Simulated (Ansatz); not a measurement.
**Field gradients along an isostructural series (Ibam)**

Method: Kohn–Sham DFT in Ansatz, r2SCAN, plane waves and PAW, scalar-relativistic, 500 eV cutoff. The cells come from the Materials Project (computed, not necessarily observed phases), with the atoms as given. Calculated pressures reach 2 GPa in size and forces 0.3 eV/Å in them. Spin–orbit coupling is left out. All compounds take space group Ibam with the same Wyckoff sites and nearly the same cell shape, and differ in the element M (Ti, Sn, Zr). Sites are named by their Wyckoff letter. V_zz in 10²¹ V/m².

```
 M  compound  source         cell edges (Å)                                     first shell of N on k  N on k: V_zz (η)  Ca on k: V_zz (η)  Ca on b: V_zz (η)
Ti   Ca7TiN6      MP  6.331, 11.517, 12.815                       1 Ti at 1.95 Å, 4 Ca at 2.39–2.50 Å       3.10 (0.83)       -4.06 (0.16)       -6.83 (0.37)
Sn   Ca7SnN6      MP  6.381, 11.849, 12.776  1 Sn at 2.10 Å, 4 Ca at 2.32–2.52 Å; also 1 Ca at 2.87 Å       3.95 (0.58)       -3.67 (0.47)       -5.10 (0.79)
Zr   Ca7ZrN6      MP  6.396, 11.794, 13.075                       1 Zr at 2.09 Å, 4 Ca at 2.36–2.53 Å                 ?                  ?                  ?
```

Task: Estimate the values withheld for Ca7ZrN6.

Result: N on k: -3.46 (0.88); Ca on k: -4.36 (0.32); Ca on b: -5.66 (0.41).

The crystals are a selection from a larger pool of database entries, not a random sample of it.
